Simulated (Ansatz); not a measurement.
Co (hcp, Mg type)

```xyz
2
Lattice="2.4939 0.0000 0.0000 -1.2470 2.1598 0.0000 0.0000 0.0000 4.0317" Properties=species:S:1:pos:R:3 pbc="T T T"
Co     0.0000     1.4399     3.0238
Co     1.2470     0.7199     1.0079
```

The slice is a (-1 1 0 2) plane (indices of the conventional cell) through the point (0.667, 0.333, 0.250) (fractional), spanned by u = [110] and v = [1 -1 1] in vectors of this cell: u (2.49 Å) and v (5.91 Å, at 90° to u). It covers one period; positions are fractions (u, v).

Calculation: PBE (plane waves to 420 eV, PAW, scalar-relativistic; Ansatz, a first-principles code). k mesh 21×21×12. Inside the PAW spheres the values are not all-electron values, and peaks at nuclei hang on which shells count as valence. Co was relaxed with its symmetry unable to fall. Relaxed Co ends ferromagnetic. The PAW data are Ansatz's earlier set. Other magnetic orders were not checked, so this need not be the ground state.

Q: What is the ELF at the midpoint of the shortest Co–Co line in this plane (2.49 Å)?

A: 0.26.

Q: What is the valence density on the shortest Co–Co line in this plane (2.49 Å), at its midpoint?

A: 0.33 e/Å³.

Q: Sketch the ELF of the up spins on this plane as a map.

A: 
```
|xxxx99440022004499xx|
|xx996611002200116699|
|55441100113311001144|
|11000011333333110000|
|22223333333333333322|
|00001122333333221100|
|22220000223322000022|
|66553300114411003355|
|99885511113311115588|
|xx996622113311226699|
|99774411114411114477|
|55442200225522002244|
|11110011333333110011|
|00112222111111222211|
|33332211000000112233|
|33331100001100001133|
|33331100000000001133|
|33332211000000112233|
|11113333222222333311|
|00000022444444220000|
|55442200335533002244|
|xx996622113311226699|
|xxxx99440022004499xx|
|xxxxxx5500110055xxxx|
```
Scale: ten equal steps from 0.16 (start of '0') to 0.36 (end of '9'), in the order '0123456789'. Values: ELF of the up spins. The map has 10 points along u (two characters each, u = 0 at the left) and 24 along v (v = 0 in the bottom row). Points within 0.5 Å of a nucleus are blanked (x), as the pseudised field means little there.
